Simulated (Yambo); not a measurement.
One stored BSE kernel of dimension 1944 for SrTiO$_{3}$ (cubic perovskite, space group Pm-3m, No. 221) (Yambo, PBEsol bands; 6×6×6 mesh, 3 valence and 3 conduction bands, static screening with 41 bands and a 3 Ry block, scissor 1.64 eV, Tamm-Dancoff; broadening 0.15 eV; field along x), solved in several ways.

```
solver                      iterations  largest change of Im ε (% of its maximum)              rough time
--------------------------  ----------  -----------------------------------------  ----------------------
Haydock, threshold 2 %               4                                         65  within a factor of two
Haydock, threshold 0.5 %             7                                         42  within a factor of two
Haydock, threshold 0.1 %            13                                        9.5  within a factor of two
Haydock, threshold 0.005 %          24                                        0.5                       1
SLEPc, lowest 10 states              –                           no full spectrum  within a factor of two
SLEPc, lowest 60 states              –                           no full spectrum  within a factor of two
full diagonalisation                 –                                  reference               about 10×
```

Haydock gives the spectrum without eigenstates, SLEPc the lowest states alone, full diagonalisation everything at a cost that grows as the cube of the dimension. Times include reading the kernel. Times are rough ratios from shared machines. Mesh and scissor weren't tested; the rows compare only with each other.

Geometry of the Materials Project entry, not relaxed at this level; primitive cell a = b = c = 3.9127 Å, α = β = γ = 90.00°.
